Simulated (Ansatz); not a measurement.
C12Be4O13:
```yaml
crystal:
  lattice:
    - [0.00000, 10.46796, 10.46796]
    - [10.46796, 0.00000, 10.46796]
    - [10.46796, 10.46796, 0.00000]
  atoms:
    - { symbol: O, position: [0.25000, 0.25000, 0.25000] }
    - { symbol: O, position: [0.75000, 0.75000, 0.75000] }
    - { symbol: Be, position: [0.29730, 0.29730, 0.29730] }
    - { symbol: Be, position: [0.29730, 0.29730, 0.10809] }
    - { symbol: Be, position: [0.29730, 0.10809, 0.29730] }
    - { symbol: Be, position: [0.10809, 0.29730, 0.29730] }
    - { symbol: Be, position: [0.70270, 0.70270, 0.89191] }
    - { symbol: Be, position: [0.70270, 0.70270, 0.70270] }
    - { symbol: Be, position: [0.70270, 0.89191, 0.70270] }
    - { symbol: Be, position: [0.89191, 0.70270, 0.70270] }
    - { symbol: O, position: [0.04986, 0.20174, 0.37420] }
    - { symbol: O, position: [0.20174, 0.04986, 0.37420] }
    - { symbol: O, position: [0.37420, 0.37420, 0.04986] }
    - { symbol: O, position: [0.37420, 0.37420, 0.20174] }
    - { symbol: O, position: [0.37420, 0.04986, 0.20174] }
    - { symbol: O, position: [0.37420, 0.20174, 0.04986] }
    - { symbol: O, position: [0.04986, 0.37420, 0.37420] }
    - { symbol: O, position: [0.20174, 0.37420, 0.37420] }
    - { symbol: O, position: [0.20174, 0.37420, 0.04986] }
    - { symbol: O, position: [0.04986, 0.37420, 0.20174] }
    - { symbol: O, position: [0.37420, 0.04986, 0.37420] }
    - { symbol: O, position: [0.37420, 0.20174, 0.37420] }
    - { symbol: O, position: [0.95014, 0.79826, 0.62580] }
    - { symbol: O, position: [0.79826, 0.95014, 0.62580] }
    - { symbol: O, position: [0.62580, 0.62580, 0.79826] }
    - { symbol: O, position: [0.62580, 0.62580, 0.95014] }
    - { symbol: O, position: [0.62580, 0.95014, 0.62580] }
    - { symbol: O, position: [0.62580, 0.79826, 0.62580] }
    - { symbol: O, position: [0.95014, 0.62580, 0.79826] }
    - { symbol: O, position: [0.79826, 0.62580, 0.95014] }
    - { symbol: O, position: [0.79826, 0.62580, 0.62580] }
    - { symbol: O, position: [0.95014, 0.62580, 0.62580] }
    - { symbol: O, position: [0.62580, 0.95014, 0.79826] }
    - { symbol: O, position: [0.62580, 0.79826, 0.95014] }
    - { symbol: C, position: [0.09807, 0.09807, 0.40193] }
    - { symbol: C, position: [0.40193, 0.40193, 0.09807] }
    - { symbol: C, position: [0.40193, 0.09807, 0.09807] }
    - { symbol: C, position: [0.09807, 0.40193, 0.40193] }
    - { symbol: C, position: [0.09807, 0.40193, 0.09807] }
    - { symbol: C, position: [0.40193, 0.09807, 0.40193] }
    - { symbol: C, position: [0.90193, 0.90193, 0.59807] }
    - { symbol: C, position: [0.59807, 0.59807, 0.90193] }
    - { symbol: C, position: [0.59807, 0.90193, 0.59807] }
    - { symbol: C, position: [0.90193, 0.59807, 0.90193] }
    - { symbol: C, position: [0.90193, 0.59807, 0.59807] }
    - { symbol: C, position: [0.59807, 0.90193, 0.90193] }
    - { symbol: C, position: [0.02893, 0.02893, 0.47107] }
    - { symbol: C, position: [0.47107, 0.47107, 0.02893] }
    - { symbol: C, position: [0.47107, 0.02893, 0.02893] }
    - { symbol: C, position: [0.02893, 0.47107, 0.47107] }
    - { symbol: C, position: [0.02893, 0.47107, 0.02893] }
    - { symbol: C, position: [0.47107, 0.02893, 0.47107] }
    - { symbol: C, position: [0.97107, 0.97107, 0.52893] }
    - { symbol: C, position: [0.52893, 0.52893, 0.97107] }
    - { symbol: C, position: [0.52893, 0.97107, 0.52893] }
    - { symbol: C, position: [0.97107, 0.52893, 0.97107] }
    - { symbol: C, position: [0.97107, 0.52893, 0.52893] }
    - { symbol: C, position: [0.52893, 0.97107, 0.97107] }
```

Relaxed with PBE+D3(BJ). Special points in fractions of this cell's reciprocal vectors: Γ (0.000, 0.000, 0.000); X (0.500, 0.000, 0.500); U (0.625, 0.250, 0.625); K (0.375, 0.375, 0.750); L (0.500, 0.500, 0.500); W (0.500, 0.250, 0.750).

### Question
List the band energies nearest the valence-band maximum at these points for PBE+D3(BJ) (plane waves, PAW; program Ansatz).

### Answer
In eV from the valence-band maximum; about four levels below and three above (degenerate sets whole), none deeper than 8.9 eV; points with the same levels are listed once.

```csv
k,below,above
Γ,-0.13 -0.13 -0.13 0.00 0.00 0.00,3.30 3.30 3.30
X,-0.06 -0.06 -0.06 -0.06 0.00,3.30 3.50 3.50 3.50 3.50
U,-0.07 -0.07 -0.05 -0.05 0.00,3.30 3.47 3.47
L,-0.10 -0.10 -0.03 -0.03 0.00,3.30 3.40 3.40
```

Space group Fm-3m. The cell is a constructed one: a structure type filled with these elements; neither database checked (COD, Materials Project) lists it. Whether it is the stable phase at ambient conditions was not checked. The PBE+D3(BJ) relaxation kept the symmetry of its start; whether a distortion lowers the energy is not shown.

Potentials: the later of the program's two PAW sets.
